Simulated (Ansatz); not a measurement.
Relaxed-ion elastic tensor of SiRu in space group P2_13 (No. 198; Ru on 4a, Si on 4a) in GPa (Voigt order), DFT-PBEsol in the program Ansatz with PAW potentials; density 8.32 g/cm³, 12.89 Å³ per atom.

```
     1    2    3    4    5    6
-  ---  ---  ---  ---  ---  ---
1  331  179  179  0.0  0.0  0.0
2  179  331  179  0.0  0.0  0.0
3  179  179  331  0.0  0.0  0.0
4  0.0  0.0  0.0  144  0.0  0.0
5  0.0  0.0  0.0  0.0  144  0.0
6  0.0  0.0  0.0  0.0  0.0  144
```

Task: Is the crystal mechanically stable?

Result: Yes: the smallest eigenvalue of C is 144 GPa.

Task: Work out the Voigt, Reuss and Hill averages.

Result: K_V = 230, K_R = 230, K_H = 230; G_V = 117, G_R = 106, G_H = 111 GPa.

Task: Give Young's modulus, Poisson's ratio, Pugh's ratio and the universal anisotropy index.

Result: E = 9KG/(3K + G) = 288 GPa; ν = 0.29; K/G = 2.06 (ductile by the Pugh limit of 1.75); A_U = 5G_V/G_R + K_V/K_R − 6 = 0.52.

Task: Estimate the sound speeds and the Debye temperature.

Result: v_l = √((K + 4G/3)/ρ) = 6750 m/s, v_t = √(G/ρ) = 3660 m/s, mean 4080 m/s; Θ = (h/k)(3n/4πV)^(1/3) v_m = 519 K.

Task: Give the Zener ratio and Young's modulus along [100], [110] and [111].

Result: A = 2C44/(C11 − C12) = 1.91; 1/E = S11 − 2(S11 − S12 − S44/2)Γ with Γ = 0, 1/4, 1/3 gives 205, 302, 358 GPa.

Task: Solve the Christoffel equation for the three sound speeds along [100], [110], [111].

Result: Eigenvalues of C_ijkl n_j n_l equal ρv². In km/s, slowest first: [100] 4.17, 4.17, 6.31; [110] 3.02, 4.17, 6.93; [111] 3.44, 3.44, 7.13.

The PBEsol relaxation kept the symmetry of its start; of distortions, only those at the zone centre were tested. No spin polarisation was allowed.

Potentials: the later of the program's two PAW sets.
